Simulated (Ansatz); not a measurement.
SbPt:
```yaml
crystal:
  lattice:
    - [3.42161, 0.00000, 0.00000]
    - [0.00000, 3.42161, 0.00000]
    - [0.00000, 0.00000, 3.42161]
  atoms:
    - { symbol: Pt, position: [0.00000, 0.00000, 0.00000] }
    - { symbol: Sb, position: [0.50000, 0.50000, 0.50000] }
```

Relaxed with PBE. Special points in fractions of this cell's reciprocal vectors: Γ (0.000, 0.000, 0.000); X (0.000, 0.500, 0.000); M (0.500, 0.500, 0.000); R (0.500, 0.500, 0.500).

Q: List the band energies nearest the Fermi level at these points for plane-wave PAW PBE (Ansatz code).

A: In eV from the Fermi level; about four levels below and three above (degenerate sets whole), none deeper than 8.9 eV; points with the same levels are listed once.

```json
[
 {"k": "Γ", "below": "-4.06 -4.06 -2.25 -2.25 -2.25", "above": "0.50 0.50 0.50"},
 {"k": "X", "below": "-3.64 -3.64 -2.22 -1.34", "above": "4.68 4.68 6.25"},
 {"k": "M", "below": "-2.88 -2.88 -1.45 -0.98 0.00", "above": "3.39 8.89 8.89"},
 {"k": "R", "below": "-5.87 -5.87 -5.87 -1.40 -1.40", "above": "1.68 1.68 1.68"}
]
```

Space group Pm-3m (CsCl type). A made-up cell: these elements were put on the sites of a structure type; neither database checked (COD, Materials Project) lists it. COD files the formula under space group No. 194, so this cell is another polymorph or a model. Its standing as an ambient phase is unchecked. Symmetry was held in the PBE relaxation; whether a distortion lowers the energy is not shown. No spin polarisation was allowed. Scalar-relativistic: spin–orbit coupling is off unless named, which matters more the heavier the elements.

Potentials: the earlier of the program's two PAW sets.
